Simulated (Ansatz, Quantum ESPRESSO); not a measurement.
## GeW: programs and potentials compared

```
CELL_PARAMETERS angstrom
0.00000 2.57761 2.57761
2.57761 0.00000 2.57761
2.57761 2.57761 0.00000
ATOMIC_POSITIONS crystal
Ge 0.50000 0.50000 0.50000
W 0.00000 0.00000 0.00000
```

The cell comes from a database or a generator and needn't be the stable form of this composition.

Alike in all runs: task equation of state; functional PBE; k mesh 9 × 9 × 9; occupations fermi-dirac, width 0.05 eV; no spin polarisation; no spin-orbit coupling.

```tsv
program and potentials	plane-wave cutoff (eV)	notes	equilibrium volume (Å³/atom)	bulk modulus (GPa)
Ansatz, Ansatz PAW	420	-	17.15	171.7
Ansatz, Ansatz PAW (earlier soft set)	420	-	17.15	171.7
Quantum ESPRESSO, SSSP 1.3 efficiency PBE	748	-	17.15	172.2
```

All agree on the equilibrium volume. The bulk modulus spans 171.7 (Ansatz, Ansatz PAW) to 172.2 GPa (Quantum ESPRESSO, SSSP 1.3 efficiency PBE).

The functional is the same throughout but for its coding, so the spread measures potentials, basis and numerics; runs on potential files found faulty are left out.
